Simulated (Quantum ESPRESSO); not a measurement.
## Mg2AlClS3 (one run as intended and one with a planted mistake)

Simulated, not a measurement. The program is pw.x of Quantum ESPRESSO 7.5 (plane-wave density functional theory). The cell is made up: 7 atoms on a zincblende/diamond lattice with one site empty, with randomly drawn elements, strain and displacements, not relaxed. PseudoDojo standard norm-conserving files (v0.5 for PBE, v0.4.1 for LDA and PBEsol) set the functional; there is no spin polarisation, spin-orbit coupling or dispersion term, and the masses in the input are unused placeholders.

Intended input:

```
&control calculation='scf', pseudo_dir='./dojo.nc.sr.pbe.v0_5.standard.upf', outdir='./o', disk_io='medium', tprnfor=.true., tstress=.true. /
&system ibrav=0, nat=7, ntyp=4, nbnd=30, ecutwfc=84.00895049, nosym=.true., tot_charge=0,
 occupations='smearing', smearing='fd', degauss=0.0018374661
/
&electrons conv_thr=7.350e-09, electron_maxstep=60, /
ATOMIC_SPECIES
Al 1.0 Al.upf
Cl 1.0 Cl.upf
Mg 1.0 Mg.upf
S 1.0 S.upf
CELL_PARAMETERS angstrom
5.3886 -0.014 0.0898
-0.014 5.3826 -0.0276
0.0898 -0.0276 5.3387
ATOMIC_POSITIONS angstrom
Mg 0.072 0.0807 0.0346
Al 0.0289 2.7347 2.6898
Mg 2.804 -0.0001 2.7623
Cl 1.4216 1.4199 1.3202
S 1.3465 3.9868 4.0175
S 4.0716 1.3725 4.0188
S 4.0432 3.9164 1.3415
K_POINTS automatic
4 4 4 1 1 1
```

The log is shortened where brackets say so; the opening notice, blank lines, dates and the lines on written files are dropped, and the path of the files is cut. It prints rydbergs, bohrs and kilobars, and counts compression as positive stress. Where no state is partly filled, the Fermi energy that it prints is only some level between the filled and the empty states on the mesh, and need not lie in the true gap.

Log of the intended run:

```
     Program PWSCF v.7.5
     Parallel version (MPI & OpenMP), running on       1 processor cores
     Number of MPI processes:                 1
     Threads/MPI process:                     1
     [start-up lines left out]
     bravais-lattice index     =            0
     lattice parameter (alat)  =      10.1844  a.u.
     unit-cell volume          =    1044.6340 (a.u.)^3
     number of atoms/cell      =            7
     number of atomic types    =            4
     number of electrons       =        48.00
     number of Kohn-Sham states=           30
     kinetic-energy cutoff     =      84.0090  Ry
     charge density cutoff     =     336.0358  Ry
     scf convergence threshold =      7.3E-09
     mixing beta               =       0.7000
     number of iterations used =            8  plain     mixing
     Exchange-correlation= PBE
                           (   1   4   3   4   0   0   0)
     [axes and pseudopotential details left out]
   Cartesian axes
     site n.     atom                  positions (alat units)
         1        Mg     tau(   1) = (   0.0133596   0.0149739   0.0064200  )
         2        Al     tau(   2) = (   0.0053624   0.5074251   0.4990939  )
         3        Mg     tau(   3) = (   0.5202838  -0.0000186   0.5125463  )
         4        Cl     tau(   4) = (   0.2637787   0.2634633   0.2449639  )
         5        S      tau(   5) = (   0.2498438   0.7397530   0.7454494  )
         6        S      tau(   6) = (   0.7554877   0.2546682   0.7456906  )
         7        S      tau(   7) = (   0.7502181   0.7266902   0.2489161  )
     number of k points=    32  Fermi-Dirac smearing, width (Ry)=  0.0018
                       cart. coord. in units 2pi/alat
        k(    1) = (   0.1232663   0.1261175   0.1247649), wk =   0.0625000
        k(    2) = (   0.1190626   0.1274010   0.3772148), wk =   0.0625000
     [further k points left out]
     Dense  grid:   108689 G-vectors     FFT dimensions: (  60,  60,  60)
     Estimated max dynamical RAM per process >     129.13 MB
     Initial potential from superposition of free atoms
     starting charge      47.9958, renormalised to      48.0000
     Starting wfcs are   30 randomized atomic wfcs
     total cpu time spent up to now is        8.3 secs
     per-process dynamical memory:    91.9 Mb
     Self-consistent Calculation
     iteration #  1     ecut=    84.01 Ry     beta= 0.70
     Davidson diagonalization with overlap
     ethr =  1.00E-02,  avg # of iterations =  4.8
     Threshold (ethr) on eigenvalues was too large:
     Diagonalizing with lowered threshold
     Davidson diagonalization with overlap
     ethr =  9.75E-04,  avg # of iterations =  1.0
     total cpu time spent up to now is       41.0 secs
     total energy              =    -341.50903446 Ry
     estimated scf accuracy    <       0.45782386 Ry
     iteration #  2     ecut=    84.01 Ry     beta= 0.70
     Davidson diagonalization with overlap
     ethr =  9.54E-04,  avg # of iterations =  4.1
     total cpu time spent up to now is       60.4 secs
     total energy              =    -341.62298651 Ry
     estimated scf accuracy    <       0.13773957 Ry
     [iterations 3 to 7 left out]
     iteration #  8     ecut=    84.01 Ry     beta= 0.70
     Davidson diagonalization with overlap
     ethr =  1.14E-09,  avg # of iterations =  2.0
     total cpu time spent up to now is      197.5 secs
     total energy              =    -341.65353615 Ry
     estimated scf accuracy    <       0.00000007 Ry
     iteration #  9     ecut=    84.01 Ry     beta= 0.70
     Davidson diagonalization with overlap
     ethr =  1.54E-10,  avg # of iterations =  2.0
     total cpu time spent up to now is      214.0 secs
     End of self-consistent calculation
     [lines on levels left out]
     the Fermi energy is     5.7329 ev
!    total energy              =    -341.65353617 Ry
     estimated scf accuracy    <          4.6E-09 Ry
     smearing contrib. (-TS)   =       0.00000000 Ry
     internal energy E=F+TS    =    -341.65353617 Ry
     The total energy is F=E-TS. E is the sum of the following terms:
     one-electron contribution =    -227.19501218 Ry
     hartree contribution      =     120.25662134 Ry
     xc contribution           =     -62.01668303 Ry
     ewald contribution        =    -172.69846230 Ry
     convergence has been achieved in   9 iterations
     Forces acting on atoms (cartesian axes, Ry/au):
     atom    1 type  3   force =    -0.05380913   -0.01502959   -0.01641849
     atom    2 type  1   force =    -0.04513221    0.03410264    0.01155306
     atom    3 type  3   force =    -0.00516462   -0.03847652   -0.01359117
     atom    4 type  2   force =     0.01349742    0.03336678    0.01501697
     atom    5 type  4   force =     0.01842025   -0.03618836   -0.02424118
     atom    6 type  4   force =     0.04542281    0.04418387    0.02073273
     atom    7 type  4   force =     0.02676549   -0.02195882    0.00694807
     Total force =     0.133663     Total SCF correction =     0.000159
     Computing stress (Cartesian axis) and pressure
          total   stress  (Ry/bohr**3)                   (kbar)     P=       36.76
   0.00025640   0.00003754  -0.00001968           37.72        5.52       -2.89
   0.00003754   0.00020304   0.00021809            5.52       29.87       32.08
  -0.00001968   0.00021809   0.00029023           -2.89       32.08       42.69
     init_run     :      6.80s CPU      8.17s WALL (       1 calls)
     electrons    :    191.53s CPU    205.69s WALL (       1 calls)
     forces       :      2.74s CPU      2.79s WALL (       1 calls)
     stress       :     11.34s CPU     11.41s WALL (       1 calls)
     [timing details left out]
     PWSCF        :   3m32.63s CPU   3m48.68s WALL
     JOB DONE.
```

A second run has one planted mistake: two atoms have their elements exchanged. The input lines that differ, file-writing options aside:

```
- Mg 0.072 0.0807 0.0346
+ Al 0.072 0.0807 0.0346
- Al 0.0289 2.7347 2.6898
+ Mg 0.0289 2.7347 2.6898
```

Its log:

```
     Program PWSCF v.7.5
     Parallel version (MPI & OpenMP), running on       1 processor cores
     Number of MPI processes:                 1
     Threads/MPI process:                     1
     [start-up lines left out]
     bravais-lattice index     =            0
     lattice parameter (alat)  =      10.1844  a.u.
     unit-cell volume          =    1044.6340 (a.u.)^3
     number of atoms/cell      =            7
     number of atomic types    =            4
     number of electrons       =        48.00
     number of Kohn-Sham states=           30
     kinetic-energy cutoff     =      84.0090  Ry
     charge density cutoff     =     336.0358  Ry
     scf convergence threshold =      7.3E-09
     mixing beta               =       0.7000
     number of iterations used =            8  plain     mixing
     Exchange-correlation= PBE
                           (   1   4   3   4   0   0   0)
     [axes and pseudopotential details left out]
   Cartesian axes
     site n.     atom                  positions (alat units)
         1        Al     tau(   1) = (   0.0133596   0.0149739   0.0064200  )
         2        Mg     tau(   2) = (   0.0053624   0.5074251   0.4990939  )
         3        Mg     tau(   3) = (   0.5202838  -0.0000186   0.5125463  )
         4        Cl     tau(   4) = (   0.2637787   0.2634633   0.2449639  )
         5        S      tau(   5) = (   0.2498438   0.7397530   0.7454494  )
         6        S      tau(   6) = (   0.7554877   0.2546682   0.7456906  )
         7        S      tau(   7) = (   0.7502181   0.7266902   0.2489161  )
     number of k points=    32  Fermi-Dirac smearing, width (Ry)=  0.0018
                       cart. coord. in units 2pi/alat
        k(    1) = (   0.1232663   0.1261175   0.1247649), wk =   0.0625000
        k(    2) = (   0.1190626   0.1274010   0.3772148), wk =   0.0625000
     [further k points left out]
     Dense  grid:   108689 G-vectors     FFT dimensions: (  60,  60,  60)
     Estimated max dynamical RAM per process >     129.13 MB
     Initial potential from superposition of free atoms
     starting charge      47.9958, renormalised to      48.0000
     Starting wfcs are   30 randomized atomic wfcs
     total cpu time spent up to now is        8.5 secs
     per-process dynamical memory:    91.9 Mb
     Self-consistent Calculation
     iteration #  1     ecut=    84.01 Ry     beta= 0.70
     Davidson diagonalization with overlap
     ethr =  1.00E-02,  avg # of iterations =  5.0
     total cpu time spent up to now is       35.9 secs
     total energy              =    -341.43429287 Ry
     estimated scf accuracy    <       0.49560265 Ry
     iteration #  2     ecut=    84.01 Ry     beta= 0.70
     Davidson diagonalization with overlap
     ethr =  1.03E-03,  avg # of iterations =  4.6
     total cpu time spent up to now is       61.1 secs
     total energy              =    -341.56106459 Ry
     estimated scf accuracy    <       0.22477869 Ry
     [iterations 3 to 7 left out]
     iteration #  8     ecut=    84.01 Ry     beta= 0.70
     Davidson diagonalization with overlap
     ethr =  1.02E-09,  avg # of iterations =  2.5
     total cpu time spent up to now is      205.5 secs
     total energy              =    -341.61270922 Ry
     estimated scf accuracy    <       0.00000008 Ry
     iteration #  9     ecut=    84.01 Ry     beta= 0.70
     Davidson diagonalization with overlap
     ethr =  1.76E-10,  avg # of iterations =  2.0
     total cpu time spent up to now is      220.0 secs
     End of self-consistent calculation
     [lines on levels left out]
     the Fermi energy is     5.7252 ev
!    total energy              =    -341.61270924 Ry
     estimated scf accuracy    <          5.7E-09 Ry
     smearing contrib. (-TS)   =      -0.00000000 Ry
     internal energy E=F+TS    =    -341.61270924 Ry
     The total energy is F=E-TS. E is the sum of the following terms:
     one-electron contribution =    -230.30249316 Ry
     hartree contribution      =     121.93042800 Ry
     xc contribution           =     -61.99628910 Ry
     ewald contribution        =    -171.24435497 Ry
     convergence has been achieved in   9 iterations
     Forces acting on atoms (cartesian axes, Ry/au):
     atom    1 type  1   force =    -0.06798269   -0.05237661   -0.04242455
     atom    2 type  3   force =    -0.02054096    0.01469177   -0.00903242
     atom    3 type  3   force =    -0.00345147   -0.04070800   -0.00850041
     atom    4 type  2   force =     0.00860923   -0.01262948   -0.03421379
     atom    5 type  4   force =     0.02787973    0.05233458    0.05881202
     atom    6 type  4   force =     0.03640309   -0.01589108    0.09052992
     atom    7 type  4   force =     0.01908307    0.05457882   -0.05517076
     Total force =     0.190171     Total SCF correction =     0.000162
     Computing stress (Cartesian axis) and pressure
          total   stress  (Ry/bohr**3)                   (kbar)     P=       38.26
   0.00030135   0.00010685   0.00004460           44.33       15.72        6.56
   0.00010685   0.00022960   0.00018400           15.72       33.78       27.07
   0.00004460   0.00018400   0.00024925            6.56       27.07       36.67
     init_run     :      8.14s CPU      8.38s WALL (       1 calls)
     electrons    :    195.54s CPU    211.53s WALL (       1 calls)
     forces       :      2.75s CPU      2.82s WALL (       1 calls)
     stress       :     11.09s CPU     11.17s WALL (       1 calls)
     [timing details left out]
     PWSCF        :   3m37.69s CPU   3m55.79s WALL
     JOB DONE.
```

```
                                            intended run  run with the mistake
                          free energy (eV)     -4648.433             -4647.878
                    smearing term -TS (eV)        0.0000                0.0000
                            pressure (GPa)          3.68                  3.83
            largest force component (eV/Å)         1.383                 2.328
largest change of a force component (eV/Å)                               2.276
                                iterations             9                     9
```

For scale, a rerun of the intended cell at 1437 eV and a 6 x 6 x 6 mesh moved values by no more than 0.002 eV in energy, 0.02 GPa in stress and 0.005 eV/Å in force.